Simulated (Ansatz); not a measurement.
**ZnCdS$_{2}$: computed property card**

ZnCdS$_{2}$:
```xyz
4
Lattice="3.9278 0.0000 0.0000 0.0000 3.9278 0.0000 0.0000 0.0000 5.6534" Properties=species:S:1:pos:R:3 pbc="T T T"
Zn     0.0000     0.0000     2.8267
Cd     1.9639     1.9639     0.0000
S      1.9639     0.0000     1.5567
S      0.0000     1.9639     4.0967
```

Space group P-4m2 (No. 115); conventional cell a = b = 3.9278 Å, c = 5.6534 Å, α = β = γ = 90.00°.

Method: the program Ansatz at the PBEsol level (PAW). The cell and atoms are relaxed at this level. Other levels are named where they apply.

**Cell and energy**

```json
{
  "volume_per_atom": "21.80 Å³",
  "density": "4.61 g/cm³",
  "Formation energy from the elements (no fitted shifts)": "-0.71 eV/atom"
}
```

**Electronic structure**

```json
{
  "band_gap": "1.38 eV (direct)",
  "valence_band_maximum": "at Γ",
  "conduction_band_minimum": "at Γ",
  "electron_effective_mass": "0.14, 0.14, 0.15 mₑ (principal values)",
  "Electron effective mass with spin–orbit coupling": "0.14, 0.14, 0.15 mₑ (principal values)",
  "Hole effective mass, band 1 of 2 at the edge": "3.5 along x, 0.72 along z (mₑ)",
  "Hole effective mass, band 2 of 2 at the edge": "0.13 along x, 0.72 along z (mₑ)",
  "Hole effective mass with spin–orbit coupling": "0.25, 0.28, 0.71 mₑ (principal values)",
  "HSE06 gap on the PBEsol cell": "2.63 eV",
  "Gap with spin–orbit coupling": "1.36 eV"
}
```

**Mechanics**

```json
{
  "Bulk modulus (Birch–Murnaghan fit)": "69.2 GPa",
  "Pressure derivative B′": "4.5",
  "Elastic constants (relaxed ions, GPa)": "C11 = 108, C12 = 37.6, C13 = 60.2, C33 = 92.2, C44 = 34.1, C66 = 14.1",
  "mechanical_stability": "stable (all eigenvalues of C positive)",
  "hill_bulk_and_shear_moduli": "69.3 and 24.3 GPa",
  "Young's modulus": "65.4 GPa",
  "Poisson's ratio": "0.34",
  "debye_temperature_from_the_elastic_constants": "275 K",
  "Piezoelectric stress constants (proper, relaxed ions, C/m²)": "e15 = -0.22, e24 = 0.22, e31 = -0.18, e32 = 0.18"
}
```

**Dielectric response**

```json
{
  "Electronic dielectric constant ε∞ (DFPT)": "6.26 (xx = yy), 6.33 (zz)",
  "Static dielectric constant ε0 (ions relaxed, cell fixed)": "9.65 (xx = yy), 9.40 (zz)",
  "Born charges (a third of the trace)": "Zn +2.01, Cd +2.12, S -2.07 e",
  "Largest static χ(2) component": "29 pm/V"
}
```

**Phonons**

```json
{
  "Highest zone-centre frequency (without LO–TO term)": "9.16 THz",
  "zone_centre_stability": "no imaginary mode at Γ"
}
```

The first step of the workflow began from a Materials Project structure, measured or hypothetical; the Crystallography Open Database copy checked does not list it. Its standing as an ambient phase is unchecked. The cell was relaxed with PBEsol under the symmetry of its start. Signs of piezoelectric constants follow the polarity of the cell as given. The references are the lowest solids computed at this level, not always the standard phases. Spin–orbit coupling is left out wherever it is not named.

Potentials: the later of the program's two PAW sets.
